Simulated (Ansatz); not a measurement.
# Notes on SeBrF

```xyz
6
Lattice="5.6293 -0.0848 0.0901 -0.1904 4.4732 0.2369 0.1697 0.0641 5.1398" Properties=species:S:1:pos:R:3 pbc="T T T"
Se    2.9658    0.5516    1.6437
Se    0.6550    2.5041    3.1865
Br    3.9069    4.0811    4.3130
Br    0.2257    0.3160    1.0153
F     2.0359    2.6902    0.5951
F     4.4663    1.8789    5.0789
```

The numbers come from plane-wave PAW DFT (Ansatz): PBE, no spin polarisation, 420 eV, 3×4×4 (shifted by 0.5, 0.5, 0.5 steps) k points, fermi-dirac occupations (width 0.1 eV). Nothing was relaxed.

Charges: Bader charges in e: Se +0.34 to +0.52, Br +0.08 to +0.19, F -0.58 to -0.54. In the mean Se gives up most and F takes most.
At the Fermi level: It is a metal, with about 6.9 states/eV a cell as the mean within 0.25 eV of the Fermi level, mostly Se p (55 %), Br p (29 %) and F p (14 %).
Formation energy: 0.30 eV an atom against the elements' usual phases (free molecules for gases, crystals otherwise, with no correction for O₂ or N₂), so at this geometry it isn't bound against them. Relaxing would lower it.
Forces: The largest is on Br3: 1.78 eV/Å, components (-0.26, -0.27, -1.74). It makes 102° with the line to a nearest neighbour, F6 at 2.40 Å.
Stress: The pressure is -1.7 GPa (compression positive), so with the atoms held at these fractions the cell would first shrink; the forces are large, so a full relaxation may end otherwise. The principal stresses -4.8, -2.4, 2.3 GPa differ, so its shape would change too.

Origin: a disordered cell, so it need not be a known compound. Caveats: many states at the Fermi level without spin polarisation, so a magnetic state may lie lower; the k mesh is coarse if the cell is a metal; atoms or cell far from equilibrium.
